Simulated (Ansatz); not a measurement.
# N interstitial in LaSi3Ru

All numbers are calculated (PBEsol, no spin polarisation, no spin-orbit coupling; Ansatz, PAW set soft_2, 420 eV, k-mesh 3×3×3), not measured.

The relaxed host crystal (no gap at this level of theory):

```xyz
5
Lattice="-2.1119 2.1119 4.9611 2.1119 -2.1119 4.9611 2.1119 2.1119 -4.9611" Properties=species:S:1:pos:R:3 pbc="T T T"
La    0.0000    0.0000    9.9130
Ru    0.0000    0.0000    6.4983
Si    0.0000    0.0000    4.1472
Si    2.1119    0.0000    2.5897
Si    0.0000    2.1119    2.5897
```

Supercell of 25 atoms, rows of the matrix [[-2,-1,-2],[0,2,1],[1,-1,-1]] times the cell vectors; N interstitial at (0.208, 0.208, 0.000) in fractions of the cell above. Atoms are relaxed at the host's cell, from a start shaken by 0.05 Å near the defect.

Nearest atoms to the added N: relaxed Si 1.75 Å, Si 1.80 Å, Si 1.81 Å, La 2.62 Å, Ru 2.80 Å.

The largest move of an atom from its ideal place is 1.5 Å, so the cell rearranged and didn't merely relax.

| charge | gap of the cell on the mesh (eV) |
| --- | --- |
| 0 | 0.00 |

Formation energy of the neutral defect: 0.18 eV, taking atoms from and to the elements' standard states (no corrections for gases), so it belongs to those chemical potentials alone.

Relaxed cell at charge 0:

```
LaSi3Ru N_i charge 0
1.0
    -2.1119   -6.3356   -4.9611
     6.3356   -2.1119    4.9611
    -6.3356    2.1119    4.9611
La Ru Si N
5 5 15 1
Direct
  0.4170 0.5966 0.8081
  0.2128 0.8037 0.3995
  0.0034 0.0018 0.0056
  0.6110 0.3976 0.1995
  0.8006 0.1895 0.5951
  0.8037 0.8549 0.2547
  0.5708 0.0300 0.8166
  0.4058 0.2540 0.4551
  0.0080 0.6555 0.6577
  0.1969 0.4516 0.0538
  0.4049 0.0188 0.2140
  0.2034 0.2198 0.8243
  0.0498 0.4365 0.4579
  0.6129 0.8084 0.6155
  0.8124 0.6162 0.0254
  0.7109 0.5580 0.6673
  0.5024 0.7544 0.2604
  0.2979 0.9642 0.8642
  0.8829 0.3385 0.0260
  0.1129 0.1546 0.4783
  0.4993 0.2636 0.7610
  0.3231 0.4701 0.3648
  0.1112 0.6661 0.9637
  0.6790 0.0298 0.1290
  0.9092 0.8610 0.5631
  0.8636 0.2766 0.2129
```

Caveats: small supercell, so energies and levels can be off by tenths of an eV; one random start near the defect, so other minima are possible.
